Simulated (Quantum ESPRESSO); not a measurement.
## Hf3AlO7F (input and log of a self-consistent run)

Simulated, not a measurement. The program is pw.x of Quantum ESPRESSO 7.5 (plane-wave density functional theory). The cell is made up: 12 atoms on a rutile lattice, with randomly drawn elements, strain and displacements, not relaxed. PseudoDojo standard norm-conserving files (v0.5 for PBE, v0.4.1 for LDA and PBEsol) set the functional; there is no spin polarisation, spin-orbit coupling or dispersion term, and the masses in the input are unused placeholders.

The hafnium pseudopotential is less sure than the others, with forces about 3 percent (worst 6) and pressure in oxides about 1.5 GPa (worst 2.7) from a second method in checks, which no rerun with the same files tests.

Input:

```
&control calculation='scf', pseudo_dir='./dojo.nc.sr.pbe.v0_5.standard.upf', outdir='./o', disk_io='medium', tprnfor=.true., tstress=.true. /
&system ibrav=0, nat=12, ntyp=4, nbnd=50, ecutwfc=84.00895049, nosym=.true., tot_charge=0,
 occupations='smearing', smearing='fd', degauss=0.0018374661
/
&electrons conv_thr=7.350e-09, electron_maxstep=60, /
ATOMIC_SPECIES
Al 1.0 Al.upf
F 1.0 F.upf
Hf 1.0 Hf.upf
O 1.0 O.upf
CELL_PARAMETERS angstrom
4.8813 0.0 0.0
0.0 4.8813 0.0
0.0 0.0 6.3646
ATOMIC_POSITIONS angstrom
Hf -0.1772 -0.049 -0.0567
Hf 2.4611 2.3767 1.4651
Al -0.0041 -0.2342 3.2873
Hf 2.3229 2.3149 4.7704
O 1.5309 1.3083 0.126
O 3.4008 3.2157 -0.0276
O 3.9793 0.9309 1.587
O 1.1174 4.077 1.6368
F 1.5307 1.6026 3.1906
O 3.3212 3.4011 3.103
O 3.9125 0.9452 4.7572
O 1.0713 4.046 4.5264
K_POINTS automatic
5 5 4 1 1 1
```

The log is shortened where brackets say so; the opening notice, blank lines, dates and the lines on written files are dropped, and the path of the files is cut. It prints rydbergs, bohrs and kilobars, and counts compression as positive stress. With no partly filled state, the Fermi energy that it prints is only some level between the filled and the empty states on the mesh, and need not lie in the true gap.

```
     Program PWSCF v.7.5
     Parallel version (MPI & OpenMP), running on       1 processor cores
     Number of MPI processes:                 1
     Threads/MPI process:                     1
     [start-up lines left out]
     bravais-lattice index     =            0
     lattice parameter (alat)  =       9.2243  a.u.
     unit-cell volume          =    1023.3842 (a.u.)^3
     number of atoms/cell      =           12
     number of atomic types    =            4
     number of electrons       =        88.00
     number of Kohn-Sham states=           50
     kinetic-energy cutoff     =      84.0090  Ry
     charge density cutoff     =     336.0358  Ry
     scf convergence threshold =      7.3E-09
     mixing beta               =       0.7000
     number of iterations used =            8  plain     mixing
     Exchange-correlation= PBE
                           (   1   4   3   4   0   0   0)
     [axes and pseudopotential details left out]
   Cartesian axes
     site n.     atom                  positions (alat units)
         1        Hf     tau(   1) = (  -0.0363018  -0.0100383  -0.0116158  )
         2        Hf     tau(   2) = (   0.5041895   0.4868990   0.3001455  )
         3        Al     tau(   3) = (  -0.0008399  -0.0479790   0.6734476  )
         4        Hf     tau(   4) = (   0.4758773   0.4742384   0.9772806  )
         5        O      tau(   5) = (   0.3136255   0.2680229   0.0258128  )
         6        O      tau(   6) = (   0.6966996   0.6587794  -0.0056542  )
         7        O      tau(   7) = (   0.8152132   0.1907074   0.3251183  )
         8        O      tau(   8) = (   0.2289144   0.8352283   0.3353205  )
         9        F      tau(   9) = (   0.3135845   0.3283142   0.6536374  )
        10        O      tau(  10) = (   0.6803925   0.6967611   0.6356913  )
        11        O      tau(  11) = (   0.8015283   0.1936369   0.9745764  )
        12        O      tau(  12) = (   0.2194702   0.8288776   0.9272940  )
     number of k points=    50  Fermi-Dirac smearing, width (Ry)=  0.0018
                       cart. coord. in units 2pi/alat
        k(    1) = (   0.1000000   0.1000000   0.0958682), wk =   0.0400000
        k(    2) = (   0.1000000   0.1000000   0.2876045), wk =   0.0400000
     [further k points left out]
     Dense  grid:   106251 G-vectors     FFT dimensions: (  54,  54,  72)
     Estimated max dynamical RAM per process >     178.10 MB
     Initial potential from superposition of free atoms
     starting charge      87.9920, renormalised to      88.0000
     Starting wfcs are   66 randomized atomic wfcs
     total cpu time spent up to now is       21.7 secs
     per-process dynamical memory:   107.8 Mb
     Self-consistent Calculation
     iteration #  1     ecut=    84.01 Ry     beta= 0.70
     Davidson diagonalization with overlap
     ethr =  1.00E-02,  avg # of iterations =  2.0
     total cpu time spent up to now is       67.4 secs
     total energy              =    -623.39964526 Ry
     estimated scf accuracy    <       4.13357361 Ry
     iteration #  2     ecut=    84.01 Ry     beta= 0.70
     Davidson diagonalization with overlap
     ethr =  4.70E-03,  avg # of iterations =  3.5
     total cpu time spent up to now is      153.3 secs
     total energy              =    -623.23771926 Ry
     estimated scf accuracy    <       9.59393649 Ry
     iteration #  3     ecut=    84.01 Ry     beta= 0.70
     Davidson diagonalization with overlap
     ethr =  4.70E-03,  avg # of iterations =  2.4
     total cpu time spent up to now is      209.8 secs
     total energy              =    -625.30931268 Ry
     estimated scf accuracy    <       0.65895350 Ry
     iteration #  4     ecut=    84.01 Ry     beta= 0.70
     Davidson diagonalization with overlap
     ethr =  7.49E-04,  avg # of iterations =  3.0
     total cpu time spent up to now is      268.5 secs
     total energy              =    -625.40101025 Ry
     estimated scf accuracy    <       0.11275391 Ry
     iteration #  5     ecut=    84.01 Ry     beta= 0.70
     Davidson diagonalization with overlap
     ethr =  1.28E-04,  avg # of iterations =  9.1
     total cpu time spent up to now is      356.8 secs
     total energy              =    -625.41267745 Ry
     estimated scf accuracy    <       0.01819316 Ry
     [iterations 6 to 9 left out]
     iteration # 10     ecut=    84.01 Ry     beta= 0.70
     Davidson diagonalization with overlap
     ethr =  6.80E-09,  avg # of iterations =  2.2
     total cpu time spent up to now is      704.3 secs
     total energy              =    -625.41813098 Ry
     estimated scf accuracy    <       0.00000111 Ry
     iteration # 11     ecut=    84.01 Ry     beta= 0.70
     Davidson diagonalization with overlap
     ethr =  1.26E-09,  avg # of iterations =  2.8
     total cpu time spent up to now is      772.6 secs
     total energy              =    -625.41813116 Ry
     estimated scf accuracy    <       0.00000021 Ry
     iteration # 12     ecut=    84.01 Ry     beta= 0.70
     Davidson diagonalization with overlap
     ethr =  2.41E-10,  avg # of iterations =  3.2
     total cpu time spent up to now is      829.3 secs
     total energy              =    -625.41813119 Ry
     estimated scf accuracy    <       0.00000003 Ry
     iteration # 13     ecut=    84.01 Ry     beta= 0.70
     Davidson diagonalization with overlap
     ethr =  3.66E-11,  avg # of iterations =  4.3
     total cpu time spent up to now is      899.3 secs
     total energy              =    -625.41813120 Ry
     estimated scf accuracy    <          9.5E-09 Ry
     iteration # 14     ecut=    84.01 Ry     beta= 0.70
     Davidson diagonalization with overlap
     ethr =  1.08E-11,  avg # of iterations =  2.0
     total cpu time spent up to now is      955.6 secs
     End of self-consistent calculation
          k = 0.1000 0.1000 0.0959 ( 13294 PWs)   bands (ev):
   -53.5799 -53.0612 -52.4852 -22.9546 -22.2283 -22.1788 -21.8155 -21.7539
   -21.7227 -21.5443 -21.2923 -21.0818 -16.2048  -9.6060  -9.2078  -8.8668
    -8.5243  -7.9840  -7.4950  -7.0599   0.8636   0.9606   1.9482   2.6666
     3.2860   3.8948   3.9437   4.1587   4.3712   4.5677   4.6400   4.9273
     5.1904   5.5404   5.7546   6.0291   6.2145   6.3650   6.6232   7.0429
     7.2556   7.5474   7.8957   8.3534  11.5408  11.9324  12.4804  12.7831
    13.1400  13.3752
     [levels at the other k points left out]
     the Fermi energy is     9.7579 ev
!    total energy              =    -625.41813120 Ry
     estimated scf accuracy    <          1.5E-09 Ry
     smearing contrib. (-TS)   =       0.00000000 Ry
     internal energy E=F+TS    =    -625.41813120 Ry
     The total energy is F=E-TS. E is the sum of the following terms:
     one-electron contribution =    -194.29937785 Ry
     hartree contribution      =     141.89775896 Ry
     xc contribution           =    -157.67125892 Ry
     ewald contribution        =    -415.34525339 Ry
     convergence has been achieved in  14 iterations
     Forces acting on atoms (cartesian axes, Ry/au):
     atom    1 type  3   force =     0.06307042    0.00400682    0.10613527
     atom    2 type  3   force =     0.02910198    0.07285716    0.10493477
     atom    3 type  1   force =    -0.07809113   -0.03132536   -0.12806419
     atom    4 type  3   force =     0.08110116    0.08875843    0.03522126
     atom    5 type  4   force =    -0.03363324    0.01928132   -0.10668473
     atom    6 type  4   force =     0.02136830    0.03948975   -0.05724263
     atom    7 type  4   force =     0.00367816   -0.02116296    0.00809280
     atom    8 type  4   force =    -0.05900286   -0.03842647   -0.00042713
     atom    9 type  2   force =    -0.08448456   -0.08082985   -0.05358043
     atom   10 type  4   force =     0.06029425   -0.00673276    0.05917738
     atom   11 type  4   force =     0.01525966   -0.01645381   -0.04471020
     atom   12 type  4   force =    -0.01866215   -0.02946227    0.07714783
     Total force =     0.358690     Total SCF correction =     0.000058
     Computing stress (Cartesian axis) and pressure
          total   stress  (Ry/bohr**3)                   (kbar)     P=      -31.64
  -0.00036368   0.00036066   0.00023251          -53.50       53.06       34.20
   0.00036066  -0.00037123   0.00003850           53.06      -54.61        5.66
   0.00023251   0.00003850   0.00008974           34.20        5.66       13.20
     init_run     :     20.30s CPU     21.55s WALL (       1 calls)
     electrons    :    891.12s CPU    933.90s WALL (       1 calls)
     forces       :     13.22s CPU     13.36s WALL (       1 calls)
     stress       :     41.07s CPU     42.92s WALL (       1 calls)
     [timing details left out]
     PWSCF        :  16m 6.05s CPU  16m54.97s WALL
     JOB DONE.
```

In other units: free energy -8509.247 eV for the cell, pressure -3.16 GPa, largest force component 3.293 eV/Å. A rerun of the same cell at another strain at a cutoff of 1437 eV and k mesh 7 x 7 x 6 moved values by no more than 0.004 eV in energy, 0.03 GPa in stress and 0.003 eV/Å in force.